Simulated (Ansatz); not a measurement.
Relaxed Nb (bcc, W type):

```xyz
2
Lattice="-3.3096 3.3096 3.3096 0.0000 0.0000 3.3096 0.0000 3.3096 0.0000" Properties=species:S:1:pos:R:3 pbc="T T T"
Nb     0.0000     0.0000     0.0000
Nb    -1.6548     1.6548     1.6548
```

The atoms are displaced by Q × the pattern below (from a DFPT mode at H = (0.5, 0.5, 0.5), largest move 1; Q in Å), at fixed cell. It is one choice among 3 degenerate patterns. (q is in reciprocal vectors of the primitive cell; the cell shown is doubled to hold the pattern.)

```
atom      x      y       z
----  -----  -----  ------
Nb1   0.000  0.000  -1.000
Nb2   0.000  0.000   1.000
```

Level of theory: PBE (plane waves to 420 eV, PAW, scalar-relativistic; Ansatz, a quantum-chemistry and plane-wave program). k mesh 20×20×20 (Γ-centred), Fermi-Dirac smearing 0.05 eV. Energies are smeared free energies. With partly filled bands, energies and forces of such displacements shift with the k mesh and the smearing. Nb is run without spin polarisation. Nb was relaxed with its symmetry unable to fall. The zero of ΔE is the undisplaced structure.

Question: Estimate the ΔE (eV/cell) for Q (Å) = -0.100, -0.083, -0.067, -0.050, -0.033, -0.017, 0.033, 0.083.

Answer: 
```json
[
 {"Q (Å)": "-0.100", "ΔE (eV/cell)": "0.154"},
 {"Q (Å)": "-0.083", "ΔE (eV/cell)": "0.107"},
 {"Q (Å)": "-0.067", "ΔE (eV/cell)": "0.069"},
 {"Q (Å)": "-0.050", "ΔE (eV/cell)": "0.038"},
 {"Q (Å)": "-0.033", "ΔE (eV/cell)": "0.017"},
 {"Q (Å)": "-0.017", "ΔE (eV/cell)": "0.004"},
 {"Q (Å)": "0.033", "ΔE (eV/cell)": "0.017"},
 {"Q (Å)": "0.083", "ΔE (eV/cell)": "0.107"}
]
```

(A displaced cell: forces are minus the slopes of the energy, force constants its curvatures, and phonons follow from these.)
